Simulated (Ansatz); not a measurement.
Data:

MgH₂:
```
CELL_PARAMETERS angstrom
      4.48492     0.00000     0.00000
      0.00000     4.48492     0.00000
      0.00000     0.00000     2.99660
ATOMIC_POSITIONS crystal
  Mg 0.50000 0.50000 0.50000
  Mg 0.00000 0.00000 0.00000
  H  0.69539 0.69539 0.00000
  H  0.30461 0.30461 0.00000
  H  0.80461 0.19539 0.50000
  H  0.19539 0.80461 0.50000
```

This is the r²SCAN-relaxed structure.

Problem. All from r²SCAN in the plane-wave PAW code Ansatz, unless another level is named. Predict the Bader charges.

Solution. Mg +1.68, H -0.84 e.

Problem. Give the static dielectric constant ε0 (ions relaxed, cell fixed).

Solution. 10.0 (xx = yy), 7.81 (zz).

Problem. What about the Born charges (a third of the trace)?

Solution. Mg +1.88, H -0.94 e.

Problem. Predict the electronic dielectric constant ε∞ (DFPT).

Solution. 3.62 (xx = yy), 3.65 (zz).

Space group P4_2/mnm (rutile). The r²SCAN relaxation kept the symmetry of its start; phonons on a q-mesh show no instability.

Potentials: the later of the program's two PAW sets.
